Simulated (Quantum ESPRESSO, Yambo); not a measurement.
## FeP₂: DFT and GW levels

```
FeP2
1.0
    4.91822     0.00000     0.00000
    0.00000     5.62703     0.00000
    0.00000     0.00000     2.71537
P Fe
4 2
Direct
  0.32900   0.86940   0.50000
  0.67100   0.13060   0.50000
  0.82900   0.63060   0.00000
  0.17100   0.36940   0.00000
  0.50000   0.50000   0.50000
  0.00000   0.00000   0.00000
```

The geometry is that of Materials Project entry mp-20027, symmetrised and not relaxed again.

Starting point: LDA (Quantum ESPRESSO, PseudoDojo norm-conserving, 90 Ry, scalar-relativistic). G0W0 in Yambo: 2×2×4 Γ-centred k mesh, bands 9 to 150 and a 8 Ry block in the screening, 150 bands in G with the Bruneval-Gonze terminator, plasmon pole fitted at 27.2 eV.

```
Quantity                                                     Value
---------------------------------------------------------  -------
LDA gap along the band path                                0.33 eV
LDA gap between the mesh's edge points (Γ → (0, 0, 0.25))  0.34 eV
G0W0 gap between the same points                           0.39 eV
LDA smallest direct gap on the mesh (at (0, 0, 0.25))      0.90 eV
G0W0 direct gap at that point                              1.09 eV
```

```json
[
 {"k point": "Γ", "band": "VB", "E LDA (eV)": "0.00", "E QP (eV)": "0.62", "shift (eV)": "0.62", "Z": "0.70"},
 {"k point": "Γ", "band": "CB", "E LDA (eV)": "2.27", "E QP (eV)": "2.97", "shift (eV)": "0.69", "Z": "0.73"},
 {"k point": "(0, 0, 0.25)", "band": "VB", "E LDA (eV)": "-0.56", "E QP (eV)": "-0.09", "shift (eV)": "0.47", "Z": "0.71"},
 {"k point": "(0, 0, 0.25)", "band": "CB", "E LDA (eV)": "0.34", "E QP (eV)": "1.00", "shift (eV)": "0.67", "Z": "0.72"},
 {"k point": "(0, 0, -0.5)", "band": "VB", "E LDA (eV)": "-0.59", "E QP (eV)": "-0.10", "shift (eV)": "0.49", "Z": "0.72"},
 {"k point": "(0, 0, -0.5)", "band": "CB", "E LDA (eV)": "0.65", "E QP (eV)": "1.39", "shift (eV)": "0.75", "Z": "0.71"},
 {"k point": "(0, -0.5, -0.5)", "band": "VB", "E LDA (eV)": "-0.25", "E QP (eV)": "-0.54", "shift (eV)": "-0.29", "Z": "0.79"},
 {"k point": "(0, -0.5, -0.5)", "band": "CB", "E LDA (eV)": "0.69", "E QP (eV)": "1.50", "shift (eV)": "0.81", "Z": "0.71"},
 {"k point": "(-0.5, 0, -0.5)", "band": "VB", "E LDA (eV)": "-0.64", "E QP (eV)": "-0.04", "shift (eV)": "0.60", "Z": "0.71"},
 {"k point": "(-0.5, 0, -0.5)", "band": "CB", "E LDA (eV)": "1.10", "E QP (eV)": "1.88", "shift (eV)": "0.78", "Z": "0.71"},
 {"k point": "(-0.5, -0.5, 0)", "band": "VB", "E LDA (eV)": "-0.09", "E QP (eV)": "0.52", "shift (eV)": "0.61", "Z": "0.70"},
 {"k point": "(-0.5, -0.5, 0)", "band": "CB", "E LDA (eV)": "1.97", "E QP (eV)": "2.62", "shift (eV)": "0.65", "Z": "0.73"},
 {"k point": "(-0.5, -0.5, -0.5)", "band": "VB", "E LDA (eV)": "-0.11", "E QP (eV)": "-0.16", "shift (eV)": "-0.05", "Z": "0.76"},
 {"k point": "(-0.5, -0.5, -0.5)", "band": "CB", "E LDA (eV)": "0.85", "E QP (eV)": "1.66", "shift (eV)": "0.82", "Z": "0.71"}
]
```

Energies count from the LDA valence-band maximum.

Nearest settings tried, and what they do to the gap: 100 bands in G: +5 meV; 100 bands in W, 100 bands in G: +15 meV; 3 Ry block (45 vectors against 209): +431 meV. Not varied: mesh. So the settings aren't converged at that level. The k mesh is coarse.

The structure is a Materials Project entry; no match was found in the copy of COD used, and its stability was not checked.

The runs are not spin-polarised; magnetic order was not tried.
